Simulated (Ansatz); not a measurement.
IrW:
```
IrW
1.0
    2.77579     0.00000     0.00000
    0.00000     2.77579     0.00000
    0.00000     0.00000     3.93230
Ir W
1 1
Direct
  0.00000   0.00000   0.00000
  0.50000   0.50000   0.50000
```

Relaxed with PBE. Special points in fractions of this cell's reciprocal vectors: Γ (0.000, 0.000, 0.000); X (0.000, 0.500, 0.000); M (0.500, 0.500, 0.000); Z (0.000, 0.000, 0.500); R (0.000, 0.500, 0.500); A (0.500, 0.500, 0.500).

List the band energies nearest the Fermi level at these points for PBE with spin–orbit coupling in the plane-wave PAW code Ansatz.

In eV from the Fermi level; about four levels below and three above (degenerate sets whole), none deeper than 8.9 eV; points with the same levels are listed once.

| k | below | above |
|---|---|---|
| Γ | -1.94 -1.94 -0.17 -0.17 | 0.67 0.67 2.14 2.14 |
| X | -2.07 -2.07 -1.03 -1.03 | 0.55 0.55 2.17 2.17 |
| M | -6.17 -6.17 -6.03 -6.03 | 1.45 1.45 1.78 1.78 |
| Z | -1.33 -1.33 -0.68 -0.68 | 0.08 0.08 1.15 1.15 |
| R | -1.58 -1.58 -0.36 -0.36 | 0.09 0.09 1.67 1.67 |
| A | -2.80 -2.80 -1.59 -1.59 | 1.20 1.20 1.56 1.56 |

Space group P4/mmm (L1₀ or tetragonal B2). The start of the workflow was typed in or built on a structure type; neither database checked (COD, Materials Project) lists it. COD files the formula under space group No. 51. Its standing as an ambient phase is unchecked. The PBE relaxation kept the symmetry of its start; whether a distortion lowers the energy is not shown. The run is not spin-polarised.

Potentials: the earlier of the program's two PAW sets.
